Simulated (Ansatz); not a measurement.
According to DFT-PBEsol in the program Ansatz with PAW potentials, GaSb in the rock salt structure (Fm-3m) relaxes to a = 5.696 Å. Sb has 6 nearest neighbours from 2.85 Å (octahedral); Ga has 6 nearest neighbours from 2.85 Å (octahedral). Its formation energy from the elements is 0.027 eV/atom, with no fitted shifts.

Electronic character: metallic (no gap). Gap from PBEsol with spin–orbit coupling: none (metallic).

An equation-of-state fit gives a bulk modulus of 64.6 GPa. The relaxed-ion elastic constants in GPa are C11 = 134, C12 = 30.3, C44 = 7.5. The elastic constants imply a Debye temperature near 192 K. The highest mode at Γ lies at 15.0 meV.

The start of the workflow was typed in or built on a structure type; neither database checked (COD, Materials Project) lists it. It is not the phase usual at ambient conditions (space group No. 216). Symmetry was held in the PBEsol relaxation; its stability against distortions is not shown here. As this level gives no gap, shear constants depend on the k-mesh and smearing (Fermi–Dirac, 0.1 eV here). The references are the lowest solids computed at this level, not always the standard phases. Spin–orbit coupling is left out wherever it is not named.

Potentials: the earlier of the program's two PAW sets. The files were generated under PBE; for other functionals the program regenerates the frozen cores, and for LDA and PBEsol the local potential too.
